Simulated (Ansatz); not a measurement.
Theory: DFT PBE, scalar-relativistic, plane waves, PAW (Ansatz 0.2.0). All cells share a 420 eV cutoff and Γ-centred k meshes spaced at most about 0.3 Å⁻¹ (about 0.25 or finer for metals, 2π included). No spin polarisation in the final relaxations.

These are static total energies at zero pressure.

Two relaxed structures of InSb3:

A.

```
CELL_PARAMETERS angstrom
0.00000 3.79011 3.79011
3.79011 0.00000 3.79011
3.79011 3.79011 0.00000
ATOMIC_POSITIONS crystal
In 0.00000 0.00000 0.00000
Sb 0.25000 0.25000 0.25000
Sb 0.75000 0.75000 0.75000
Sb 0.50000 0.50000 0.50000
```

B.

```
CELL_PARAMETERS angstrom
4.81384 0.00000 0.00000
0.00000 4.81384 0.00000
0.00000 0.00000 4.81384
ATOMIC_POSITIONS crystal
In 0.00000 0.00000 0.00000
Sb 0.50000 0.00000 0.50000
Sb 0.00000 0.50000 0.50000
Sb 0.50000 0.50000 0.00000
```

Question: Which is lower in energy, and by how much?

Answer: A is lower, by 12 meV/atom. A has the BiF3 (D0_3) type, space group Fm-3m (No. 225), 27.2 Å³/atom and no gap on its mesh; B has the Cu3Au (L1_2) type, space group Pm-3m (No. 221), 27.9 Å³/atom and no gap. Counting Sb atoms around In (those within 1.25 times the shortest such distance or 1.15 times the sum of covalent radii; a plus sign parts nearer from farther groups; the shortest distance is added where it is long for a bond), A has In 8+6 and B has In 12 from 3.4 Å. Even the lower one lies +0.17 eV/atom against the reference forms of the elements (uncorrected), so neither is stable at this level. Origin: A is a Materials Project cell, relaxed; B is a Materials Project cell, relaxed.

For metals, differences of a few meV/atom aren't resolved. These runs have no spin–orbit coupling, which can matter for Sb.
